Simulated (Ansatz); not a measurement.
An Ansatz (a program for electronic structure) run. Input:

Ansatz 0.2 input:
```yaml
crystal:
  lattice:
    - [3.2291823334, 0.0, 0.0]
    - [0.0, 3.2291823334, 0.0]
    - [0.0, 0.0, 3.2291823334]
  atoms:
    - { symbol: Sc, position: [0.5, 0.5, 0.5] }
    - { symbol: Pd, position: [0.0, 0.0, 0.0] }
kpoints:
  mp_grid: { grid: [13, 13, 13] }
hamiltonian:
  xc: lda
  pseudopotentials: { kind: paw }
scf:
  occupations: { method: fermi_dirac, width: 0.1 }
phonons:
  method: dfpt
  response_accuracy: low
  eigenvectors: true
  rigid_motions: translations
```

Output (shortened):

```
zone centre: on kpoints.mp_grid the ground state, and the responses unless they are solved on pairs of k-points, stand on 196 of the mesh's 2197 k-points, …
Pseudopotentials: kind: paw
Pseudopotential: Sc, paw, valence charge 11
Pseudopotential: Pd, paw, valence charge 18
Functional definition: SPW92
Crystal: 2 atoms, lattice volume = 33.673 Å³
Basis set: ecut = 420 eV, 691 PW (Γ), exchange–correlation on 48×48×48 points (8 copies of the dense FFT grid, shifted against one another)
Bands: 19, of which v1, the nominal top of the filled ones, is band 15 counted from 1 (14 counted from 0)
Symmetry: 48 space group operations
k-points: 196 of 2197 (irreducible under 8 space group operations, time reversal used)
PAW frozen core: Sc, regenerated for the run's functional, and the local potential with it
PAW frozen core: Pd, regenerated for the run's functional, and the local potential with it
Initial wavefunctions: pseudopotential atomic-orbital guess
Eigensolver: davidson
Functional: x = slater, c = lda
SCF iter   1: F=—  HF=-8935.476754 eV  |F-HF|=—  |Δ(HF+E_count)|=         —  Δρ=1.24e-2  dr2=5.97e-2  ethr=1.77e-3  ⟨swp⟩=4.9  Hψ=15081  notcnv=0
all-band conjugate gradients solve this SCF's bands
preconditioner: auto → none
SCF iter   2: F=—  HF=-8935.469902 eV  |F-HF|=—  |Δ(HF+E_count)|=   6.85e-3  Δρ=6.30e-3  dr2=1.75e-2  ethr=2.06e-4  ⟨swp⟩=1.0  Hψ=5292  notcnv=0
SCF iter   3: F=—  HF=-8935.467261 eV  |F-HF|=—  |Δ(HF+E_count)|=   2.64e-3  Δρ=1.11e-3  dr2=6.26e-4  ethr=6.05e-5  ⟨swp⟩=1.2  Hψ=3770  notcnv=0
SCF iter   4: F=—  HF=-8935.467200 eV  |F-HF|=—  |Δ(HF+E_count)|=   6.03e-5  Δρ=1.51e-4  dr2=4.46e-6  ethr=2.16e-6  ⟨swp⟩=2.0  Hψ=4614  notcnv=0
SCF iter   5: F=—  HF=-8935.467200 eV  |F-HF|=—  |Δ(HF+E_count)|=   4.40e-7  Δρ=1.13e-5  dr2=2.84e-8  ethr=1.54e-8  ⟨swp⟩=2.0  Hψ=4992  notcnv=0
SCF iter   6: F=—  HF=-8935.467200 eV  |F-HF|=—  |Δ(HF+E_count)|=   2.80e-7  Δρ=2.19e-6  dr2=7.14e-10  ethr=9.78e-11  ⟨swp⟩=2.2  Hψ=5924  notcnv=0
SCF iter   7: F=—  HF=-8935.467200 eV  |F-HF|=—  |Δ(HF+E_count)|=  1.69e-10  Δρ=2.42e-7  dr2=1.30e-11  ethr=2.46e-12  ⟨swp⟩=2.0  Hψ=5920  notcnv=0
SCF iter   8: F=-8935.467200 eV  HF=-8935.467200 eV  |F-HF|=1.82e-12  |Δ(HF+E_count)|=  5.46e-12  Δρ=2.48e-8  dr2=1.17e-13  ethr=1.00e-12  ⟨swp⟩=4.2  Hψ=12643  notcnv=0
SCF 1 converged in 8 iterations: F = -8935.467200 eV  dr2 = 1.17e-13
DFPT response loops at Γ: preconditioner auto → Kerker (q_TF=auto, 2.661 Å⁻¹) (partly filled bands, converged f_vac=0.000) …
SCF converged after 8 iterations
Free energy (F): -8935.467200 eV
Harris-Foulkes:  -8935.467200 eV  (|F-HF|=1.82e-12)
Internal energy: -8935.417475 eV  (E = F + TS)
E sigma→0 (E₀):  -8935.442337 eV
Entropy (-TS):   -0.049725 eV (-24.863 meV/atom)
Fermi energy:    16.176219 eV
--- Per-component energies (eV) ---
  E_band       = -317.662413
  E_kinetic    = 778.610968
  E_local      = -2774.784621  (includes V_loc(G=0)·N_el)
  E_nonlocal   = 306.503838
  E_hartree    = 1081.981823
  E_xc         = -273.299090
  E_vxc        = -343.130418  (∫ρ·V_xc dr)
  E_paw        = -4532.264059  (= ΣΔE_a)
  E_vpaw       = -448.826023  (= ΣTr[D̂ρ^β])
  E_aug_tail   = 0.000216  (compensation charges beyond the density's cutoff)
  E_ewald      = -3523.152206
  E_core_change = 0.985657  (= ΣΔE_core)
  E_smearing   = -0.049725  (= −TS)
  E_closure    = 0.000000  (closes the sum)
  Σ components = -8935.467200   (vs F -8935.467200, Δ=0.00e0)
  [band-id]    e_kinetic+e_local+e_nonlocal+2·e_hartree+e_vxc+e_vpaw+e_augmentation_tail = -317.662393   (vs E_band -317.662413, Δ=1.95e-5)
--- Band table (eV; the first three rows and the last of 196) ---
  k-point 0: bands = ["-68.8003", "-34.5688", "-34.5688", "-34.5688", "-33.0753", "-11.8735", "-11.8735", "-11.8735", "9.1358", "11.1147", "11.1147", "13.1073", "13.1073", "13.1073", "17.3265", "17.3265", "19.5762", "19.5762", "19.5762"]
  k-point 1: bands = ["-68.8002", "-34.5719", "-34.5686", "-34.5686", "-33.0727", "-11.8895", "-11.8726", "-11.8726", "9.2435", "11.1509", "11.1772", "13.0891", "13.0891", "13.1235", "17.2616", "17.3455", "19.3798", "19.3798", "19.5449"]
  k-point 2: bands = ["-68.7999", "-34.5805", "-34.5681", "-34.5681", "-33.0655", "-11.9337", "-11.8704", "-11.8704", "9.5568", "11.2549", "11.3561", "13.0395", "13.0395", "13.1690", "17.0779", "17.3716", "18.9261", "18.9261", "19.4575"]
  k-point 195: bands = ["-68.7948", "-34.5982", "-34.5981", "-34.5981", "-33.0024", "-12.0795", "-12.0795", "-12.0791", "11.9178", "11.9567", "11.9567", "13.9444", "13.9444", "14.7979", "15.0631", "15.0631", "19.8940", "19.8940", "22.0959"]
  band table: 19 of 19 bands, residual norms ≤ 1.0e-3 eV
--- Phonons (Γ-DFPT): 2 representative perturbations + reference, on 196 of 2197 k-points (Σ response iterations 5) ---
  k mesh reduced under 8 symmetry operations, with k and −k counted as one. Each operation leaves every solved perturbation unchanged …
  ASR residual: 7.156e-4 → 0.000e0 eV/Å²; symmetrization residual: 5.425e-5 eV/Å²
  ASR residual per site (eV/Å²): 7.16e-4 2.43e-4
  Γ frequencies (cm⁻¹): 0.00 0.00 0.00 173.76 173.76 173.76
  non-analytic LO–TO correction: not included (Born effective charges unavailable; polar crystals: no LO–TO splitting at Γ)
```

Cost: very roughly 30 core-seconds on shared cores.

Space group Pm-3m (CsCl type). The workflow started from a Materials Project entry (that database holds measured and hypothetical structures alike); the Crystallography Open Database files this formula in space group No. 221, but the cells were not matched. Its standing as an ambient phase is unchecked. The cell was relaxed with LDA under the symmetry of its start; of distortions, only those at the zone centre were tested. The run is not spin-polarised. As this level gives no gap, phonon frequencies hold no LO–TO term and depend on the k-mesh and smearing (Fermi–Dirac, 0.1 eV here). Scalar-relativistic: spin–orbit coupling is off unless named, which matters more the heavier the elements.

Potentials: the later of the program's two PAW sets.

Ansatz is a plane-wave DFT program.
